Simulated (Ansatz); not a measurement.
## Computed properties of Cu3Sn

Cu$_{3}$Sn:
```
CELL_PARAMETERS angstrom
      4.25054     0.00000     0.00000
      0.00000     5.44468     0.00000
      0.00000     0.00000     4.77803
ATOMIC_POSITIONS crystal
  Cu 0.50000 0.00000 0.29737
  Cu 0.00000 0.50000 0.70263
  Cu 0.00000 0.75329 0.15449
  Cu 0.00000 0.24671 0.15449
  Cu 0.50000 0.74671 0.84551
  Cu 0.50000 0.25329 0.84551
  Sn 0.50000 0.50000 0.34472
  Sn 0.00000 0.00000 0.65528
```

Space group Pmmn (No. 59); conventional cell a = 4.2505 Å, b = 5.4447 Å, c = 4.7780 Å, α = 90.00°, β = 90.00°, γ = 90.00°.

Method: PBEsol in the plane-wave PAW code Ansatz. Structure relaxed to zero pressure with the same functional. Other levels are named where they apply.

### Cell and energy

- Volume per atom: 13.82 Å³
- Density: 9.29 g/cm³
- Formation energy from the elements (no fitted shifts): -0.010 eV/atom

### Electronic structure

* **Electronic character**: metallic (no gap)
* **Density of states at the Fermi level**: 0.26 states/eV per atom (mean over ±0.08 eV)
* **Gap with spin–orbit coupling**: none (metallic)

### Mechanics

* **Bulk modulus (Birch–Murnaghan fit)**: 125 GPa
* **Pressure derivative B′**: 5.6
* **Elastic constants (relaxed ions, GPa)**: C11 = 213, C22 = 186, C33 = 155, C12 = 100, C13 = 111, C23 = 96.6, C44 = 37.8, C55 = 58.9, C66 = 61.7
* **Mechanical stability**: stable (all eigenvalues of C positive)
* **Hill bulk and shear moduli**: 129 and 46.5 GPa
* **Young's modulus**: 125 GPa
* **Poisson's ratio**: 0.34
* **Debye temperature from the elastic constants**: 312 K

### Phonons

Highest zone-centre frequency: 225 cm⁻¹
Zone-centre stability: no imaginary mode at Γ

The workflow started from a Materials Project entry (that database holds measured and hypothetical structures alike); the Crystallography Open Database files this formula in space group No. 59, but the cells were not matched. Whether it is the stable phase at ambient conditions was not checked. The cell was relaxed with PBEsol under the symmetry of its start. The run is not spin-polarised. As this level gives no gap, shear constants depend on the k-mesh and smearing (Fermi–Dirac, 0.1 eV here). As this level gives no gap, phonon frequencies hold no LO–TO term and depend on the k-mesh and smearing (Fermi–Dirac, 0.1 eV here). Axis ratios of metals converge slowly with the k-mesh, so a and c are less sure than the volume. The references are the lowest solids computed at this level, not always the standard phases. Scalar-relativistic: spin–orbit coupling is off unless named, which matters more the heavier the elements.

Potentials: the later of the program's two PAW sets.
